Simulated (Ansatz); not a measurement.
**Two inputs for Ag2Te9Pd14**

Cell: a COD entry, atoms as given.

Space group I4/m (No. 87); a = 8.9599, c = 11.8220 Å.

```
site  Wyckoff  site symmetry       x       y       z
  Ag       4e            4..  0.0000  0.0000  0.6919
 Te3       2a          4/m..  0.0000  0.0000  0.0000
 Te4      16i              1  0.6262  0.1880  0.1480
Pd12      16i              1  0.5718  0.2790  0.3616
Pd20       8h            m..  0.2051  0.9068  0.5000
Pd24       4c          2/m..  0.5000  0.0000  0.0000
```

One atom of each set is listed; the run and its k-mesh use a cell of 25 atoms with edges of 8.66, 8.66, 8.66 Å.

Reference run. Method: Kohn–Sham DFT in Ansatz, PBE, plane waves and PAW, scalar-relativistic, 420 eV cutoff, Γ-centred 5×5×5 k-points, Fermi–Dirac smearing 0.05 eV.

(1) The input is changed as follows: `basis.xc_grid`: not typed → 4; `scf.occupations.width`: 0.05 → not typed; `scf.occupations.method`: fermi_dirac → tetrahedron. What happens to V_zz (10²¹ V/m²) and η?

Answers

(1) 

```json
{"site": "Ag", "V_zz reference": "-5.45", "η reference": "0.00", "V_zz changed": "-5.52", "η changed": "0.00"}
{"site": "Te3", "V_zz reference": "-4.65", "η reference": "0.00", "V_zz changed": "-5.11", "η changed": "0.00"}
{"site": "Te4", "V_zz reference": "8.70", "η reference": "0.88", "V_zz changed": "8.61", "η changed": "0.94"}
{"site": "Pd12", "V_zz reference": "-5.39", "η reference": "0.09", "V_zz changed": "-5.39", "η changed": "0.09"}
{"site": "Pd20", "V_zz reference": "-7.34", "η reference": "0.18", "V_zz changed": "-7.29", "η changed": "0.17"}
{"site": "Pd24", "V_zz reference": "-8.56", "η reference": "0.34", "V_zz changed": "-8.67", "η changed": "0.35"}
```

The largest change of V_zz is on Te3, from -4.65 to -5.11. In per cent, |V_zz| changes by +1 on Ag, -1 to +10 on Te, -1 to +1 on Pd (all sites that start above 2). SCF iterations: 8 and 10. New warnings: band table not solved further, tetrahedron derivatives may miss energy slope.

On the reference run: At this cell the PBE pressure is 5 GPa, so with PBE the cell would grow if it were relaxed. The run finds no gap above 0.1 eV (a metal, or nearly one), so the gradients can move by 10 % or more with the k-mesh. Without spin–orbit coupling the gradients at and beside Te can be off by some per cent, at some sites by more. With these PAW files V_zz is typically within 2 to 3 % of all-electron values, but misses above 10 % occur on Pd.
